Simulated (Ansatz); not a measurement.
Al₂Au:
```xyz
3
Lattice="-1.8182 1.8182 3.8272 1.8182 -1.8182 3.8272 1.8182 1.8182 -3.8272" Properties=species:S:1:pos:R:3 pbc="T T T"
Au     0.0000     0.0000     0.0000
Al     0.0000     0.0000     2.5682
Al     0.0000     0.0000     5.0861
```

This is the r²SCAN-relaxed structure.

Q: All from DFT-r²SCAN in the program Ansatz with PAW potentials, unless another level is named. Give the density of states at the Fermi level.

A: 0.28 states/eV per atom (mean over ±0.08 eV).

Q: Predict the formation energy from the elements (no fitted shifts).

A: -176 meV/atom.

Q: What about the gap with spin–orbit coupling?

A: none (metallic).

Space group I4/mmm (MoSi2 or CaC2 type). The cell is a constructed one: a structure type filled with these elements; neither database checked (COD, Materials Project) lists it. COD files the formula under space group No. 225, so this cell is another polymorph or a model. Whether it is the stable phase at ambient conditions was not checked. The cell was relaxed with r²SCAN under the symmetry of its start; whether a distortion lowers the energy is not shown. The references are the lowest solids computed at this level, not always the standard phases. Spin–orbit coupling is left out wherever it is not named.

Potentials: the earlier of the program's two PAW sets.
